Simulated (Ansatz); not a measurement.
SrCd2P2:
```cif
data_Cd2P2Sr
_chemical_formula_sum 'Sr1 Cd2 P2'
_space_group_name_H-M_alt 'P 1'
_space_group_IT_number 1
_cell_length_a 4.30908
_cell_length_b 4.30908
_cell_length_c 7.18483
_cell_angle_alpha 90.000
_cell_angle_beta 90.000
_cell_angle_gamma 120.000
loop_
_space_group_symop_operation_xyz
  'x, y, z'
loop_
_atom_site_label
_atom_site_type_symbol
_atom_site_fract_x
_atom_site_fract_y
_atom_site_fract_z
_atom_site_occupancy
Sr1 Sr 0.00000 0.00000 0.00000 1
Cd1 Cd 0.33333 0.66667 0.63517 1
Cd2 Cd 0.66667 0.33333 0.36483 1
P1 P 0.66667 0.33333 0.74745 1
P2 P 0.33333 0.66667 0.25255 1
```

Relaxed with PBEsol. DFT-PBEsol in the program Ansatz with PAW potentials gives a gap of 0.78 eV.

**Question.** What gap does HSE06 give on the same cell (Ansatz, PAW)?

**Answer.** 1.64 eV, 0.86 eV more. The hybrid was solved on a coarser mesh and at special points; the gap given is the minimum over both.

```
k  v1 PBEsol  c1 PBEsol    v1 HSE06    c1 HSE06
-  ---------  ---------  ----------  ----------
Γ       0.00       0.78        0.00        1.64
A      -0.63       0.91  (withheld)  (withheld)
K      -1.76       3.00  (withheld)  (withheld)
H      -1.66       2.32  (withheld)  (withheld)
M      -1.35       1.16  (withheld)  (withheld)
L      -0.90       1.37       -0.98        2.10
```

**Question.** Top valence (v1) and lowest conduction level (c1) in eV from each method's valence maximum (which need not be a listed point): supply the withheld HSE06 values.

**Answer.** 
- A, v1 HSE06: -0.69
- A, c1 HSE06: 1.80
- H, v1 HSE06: -1.77
- H, c1 HSE06: 3.13
- M, v1 HSE06: -1.45
- M, c1 HSE06: 1.87
- K, v1 HSE06: -1.93
- K, c1 HSE06: 3.76

Cost on shared cores: the PBEsol run (SCF on a 8×8×4 mesh, then bands and DOS) very roughly 60 core-seconds, the HSE06 run (SCF on 5×5×3, then a few points) about 3 core-minutes (a rough figure); the tasks are unlike.

Space group P-3m1. The first step of the workflow began from a Materials Project structure, measured or hypothetical; the Crystallography Open Database copy checked does not list it. Its standing as an ambient phase is unchecked. The cell was relaxed with PBEsol under the symmetry of its start; its stability against distortions is not shown here. Scalar-relativistic: spin–orbit coupling is off unless named, which matters more the heavier the elements.

Potentials: the later of the program's two PAW sets.
